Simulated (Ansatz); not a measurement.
YPd3:
```yaml
crystal:
  lattice:
    - [4.01602, 0.00000, 0.00000]
    - [0.00000, 4.01602, 0.00000]
    - [0.00000, 0.00000, 4.01602]
  atoms:
    - { symbol: Y, position: [0.00000, 0.00000, 0.00000] }
    - { symbol: Pd, position: [0.50000, 0.50000, 0.00000] }
    - { symbol: Pd, position: [0.00000, 0.50000, 0.50000] }
    - { symbol: Pd, position: [0.50000, 0.00000, 0.50000] }
```

Relaxed with LDA. Special points in fractions of this cell's reciprocal vectors: Γ (0.000, 0.000, 0.000); X (0.000, 0.500, 0.000); M (0.500, 0.500, 0.000); R (0.500, 0.500, 0.500).

List the band energies nearest the Fermi level at these points for plane-wave PAW LDA (Ansatz code).

In eV from the Fermi level; about four levels below and three above (degenerate sets whole), none deeper than 8.9 eV; points with the same levels are listed once.

```json
[
 {"k": "Γ", "below": "-2.38 -2.38 -2.38 -1.00 -1.00 -0.44", "above": "0.03 0.03 0.03"},
 {"k": "X", "below": "-1.69 -1.69 -1.66 -1.53 -0.86", "above": "0.03 2.33 2.33"},
 {"k": "M", "below": "-1.89 -1.89 -1.65 -1.36 -0.81", "above": "2.22 2.22 3.18 3.18"},
 {"k": "R", "below": "-2.02 -2.02 -0.31 -0.31 -0.31", "above": "0.69 1.98 1.98 1.98"}
]
```

Space group Pm-3m (Cu3Au type). The workflow started from a Materials Project entry (that database holds measured and hypothetical structures alike); the Crystallography Open Database files this formula in space group No. 221, but the cells were not matched. Its standing as an ambient phase is unchecked. The LDA relaxation kept the symmetry of its start; of distortions, only those at the zone centre were tested. The run is not spin-polarised. Spin–orbit coupling is left out wherever it is not named.

Potentials: the later of the program's two PAW sets.
